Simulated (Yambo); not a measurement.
Yambo run on AlN (zinc blende, space group F-43m, No. 216). The wavefunctions come from this Quantum ESPRESSO step (LDA, PseudoDojo standard norm-conserving files, scalar-relativistic):

```
&CONTROL
  calculation = 'nscf'
  pseudo_dir = './pseudo'
  outdir = './out'
/
&SYSTEM
  ibrav = 0
  nat = 2
  ntyp = 2
  ecutwfc = 84.0
  ecutrho = 336.0
  occupations = 'fixed'
  force_symmorphic = .true.
  nbnd = 79
/
&ELECTRONS
  conv_thr = 2e-09
  diago_full_acc = .true.
  diago_thr_init = 1e-08
/
ATOMIC_SPECIES
N 14.0070 N.upf
Al 26.9815 Al.upf
CELL_PARAMETERS angstrom
  0.000000000000   2.166603003000   2.166603003000
  2.166603003000   0.000000000000   2.166603003000
  2.166603003000   2.166603003000   0.000000000000
ATOMIC_POSITIONS crystal
N   0.250000000000   0.250000000000   0.250000000000
Al   0.000000000000   0.000000000000   0.000000000000
K_POINTS automatic
6 6 6 0 0 0
```

Yambo input:

```
rim_cut
gw0
dyson
el_el_corr
HF_and_locXC
ppa
em1d
RandQpts= 1000000
RandGvec= 1 Ry
EXXRLvcs= 84 Ry
VXCRLvcs= 336 Ry
Chimod= "HARTREE"
% BndsRnXp
 1 | 77 |
%
NGsBlkXp= 14 Ry
% LongDrXp
 1.0 | 1.0 | 1.0 |
%
PPAPntXp= 27.2114 eV
% GbndRnge
 1 | 77 |
%
GTermKind= "BG"
DysSolver= "n"
ExtendOut
% QPkrange
 1 | 1 | 4 | 5 |
 13 | 13 | 4 | 5 |
%
```

k points by index: 1 = Γ, 13 = X.

Resulting energies as the program prints them:

```
#    K-point    Band    Eo [eV]    E [eV]    E-Eo [eV]    Vxc [eV]    Vnlxc [eV]    Sc|Eo [eV]    Sc|E [eV]    dSc/dw|Eo [eV]    Re(Z)    Im(Z)
#
    1    4    0.000000    -1.053335    -1.053335    -16.85706    -20.99605    2.807897    3.085659    -7.174887    0.791343    -0.001167
    1    5    4.459941    5.048749    0.588808    -12.82935    -8.231286    -3.878521    -4.009259    -6.041151    0.818324    -0.001029
    13    4    -1.822361    -3.085634    -1.263274    -15.40429    -20.15305    3.145745    3.485487    -7.317486    0.788074    -0.001236
    13    5    3.270668    3.805695    0.535027    -9.584124    -5.183785    -3.762676    -3.865312    -5.219210    0.839064    -0.968611E-3
```
(The two width columns are left out.) Convergence of these settings isn't established.

Geometry relaxed with LDA.

This is not the ordinary phase of the substance; no match was found in the copy of COD used, and its stability was not checked.
